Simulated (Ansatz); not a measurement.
According to plane-wave PAW r²SCAN (Ansatz code), Tc in the hcp (Mg type) structure (P6_3/mmc) relaxes to a = 2.737 Å, c = 4.381 Å. Tc has 12 nearest neighbours from 2.70 Å (anticuboctahedral).

Electronic character: metallic (no gap).

The r²SCAN relaxation kept the symmetry of its start. The run is not spin-polarised. Axis ratios of metals converge slowly with the k-mesh, so a and c are less sure than the volume. Spin–orbit coupling is left out wherever it is not named.

Potentials: the later of the program's two PAW sets.
